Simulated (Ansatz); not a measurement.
Ca3SnH2:
```
CELL_PARAMETERS angstrom
      4.42535    -5.68325     0.00000
      4.42535     5.68325     0.00000
      0.00000     0.00000     5.23336
ATOMIC_POSITIONS crystal
  Ca 0.89069 0.10931 0.25000
  Ca 0.10931 0.89069 0.75000
  Ca 0.40814 0.18614 0.25000
  Ca 0.59186 0.81386 0.75000
  Ca 0.18614 0.40814 0.75000
  Ca 0.81386 0.59186 0.25000
  Sn 0.69329 0.30671 0.75000
  Sn 0.30671 0.69329 0.25000
  H  0.15164 0.15164 0.00000
  H  0.84836 0.84836 0.00000
  H  0.84836 0.84836 0.50000
  H  0.15164 0.15164 0.50000
```

Relaxed with r²SCAN.

Q: Map the electron localisation function on the plane through (0.152, 0.152, 0.000) spanned by u = [1, 0, 1] and v = [-1, 1, 1] in lattice vectors, from DFT-r²SCAN in the program Ansatz with PAW potentials.

A: x is the fraction of u, y of v (the angle between them is 110°; rows are the nearest grid lines); atoms in the plane: Ca at (0.10, 0.66), Sn at (0.70, 0.55), H at (0.00, 0.00).
```
|9999215888788851025676666666543101489999|
|9983003678764000123322222211100001369999|
|7630000122100000110000000000000000012467|
|0000000000111100000111000000000024431000|
|0011222222211000001210012100002677763000|
|0000000000000110000001222100001233100000|
|0000122100002566421001111000000000000000|
|1588888861059999998400012345555555553001|
|7887788830499999995112466655444566651027|
|5788873001588986310156653322112335651015|
|1344200001234421001366533100001234652001|
|0000000111000000024665321000002345653100|
|0000011222221111235665433222334566531000|
|1100012333321000000145666556666541000111|
|5410002333210000111013566666554310013565|
|7510012221001578887600123332221000367887|
|1000112100016888887500123444443100134431|
|0001122100002455420025666666666642100000|
|0001111100000000000166665444456665431100|
|0000001111110000125664332111233567642000|
|0000000110000000035633100000234566410000|
|7887410015777741015633211123346653101247|
|9999610378888872015643333334566531115899|
|9999215888788851025676666666543101489999|
```
Scale: ten equal steps from 0.002 (start of '0') to 1.00 (end of '9'), in the order '0123456789'; x runs from 0.000 to 1.00, y from 0.000 (bottom) to 1.00 (top).

The density is the valence pseudo-density with augmentation charge, so density and ELF within about 1 Å of a nucleus are not all-electron values.

Space group Cmcm. The workflow started from a Materials Project entry (that database holds measured and hypothetical structures alike); the Crystallography Open Database files this formula in space group No. 63, but the cells were not matched. Whether it is the stable phase at ambient conditions was not checked. Symmetry was held in the r²SCAN relaxation; whether a distortion lowers the energy is not shown. Scalar-relativistic: spin–orbit coupling is off unless named, which matters more the heavier the elements.

Potentials: the later of the program's two PAW sets.
